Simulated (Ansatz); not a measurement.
# Be₅Au: do energies and stresses tell the same story?

All numbers below come from DFT r2SCAN, scalar-relativistic, plane waves, PAW in Ansatz.

Cutoff 500 eV; k points 10×10×10 on the computed 6-atom cell (Γ-centred); Gaussian smearing, width 0.10 eV; no spin polarisation.

Relaxed cell: F-43m, a = 6.098 Å, b = 6.098 Å, c = 6.098 Å, α = 90.00°, β = 90.00°, γ = 90.00°, 6 atoms in the primitive cell. Whether it is the stable form of this composition wasn't checked.

Energies at zero smearing and pressures from the stress tensor, at volumes with shape and atoms relaxed:
| V (Å³/atom) | E − E(first) (meV/atom) | P (GPa) |
| --- | --- | --- |
| 8.313 | 0.00 | 23.69 |
| 8.596 | -35.28 | 16.38 |
| 8.879 | -58.57 | 10.10 |
| 9.163 | -71.53 | 4.68 |
| 9.446 | -75.58 | 0.01 |
| 9.730 | -71.94 | -4.03 |
| 10.013 | -61.66 | -7.51 |
| 10.391 | -39.17 | -11.43 |

Task: Check P = −dE/dV between neighbouring volumes, and get the bulk modulus from the pressures alone.

Result: With 1 eV/Å³ = 160.2 GPa:
| middle V (Å³/atom) | −ΔE/ΔV (GPa) | mean P (GPa) |
| --- | --- | --- |
| 8.454 | 19.946 | 20.037 |
| 8.738 | 13.167 | 13.239 |
| 9.021 | 7.327 | 7.388 |
| 9.304 | 2.292 | 2.343 |
| 9.588 | -2.059 | -2.012 |
| 9.871 | -5.811 | -5.770 |
| 10.202 | -9.535 | -9.471 |

The two differ by 0.09 GPa at most. The mean of two end pressures misses the average over a step by about ΔV² P″/12, up to 0.09 GPa here; with that taken off 0.01 GPa remains. Around V = 9.446 Å³/atom, the two neighbours give B = −V ΔP/ΔV = 9.446 × 8.71 / 0.567 = 145.2 GPa, against B0 = 144.5 GPa from the Birch–Murnaghan fit of the energies.

Spin–orbit coupling is left out, which can shift energies with elements as heavy as these.

Cost: 9 runs of about 7.8 core-minutes in all, on Arm Neoverse V1 (shared hosts).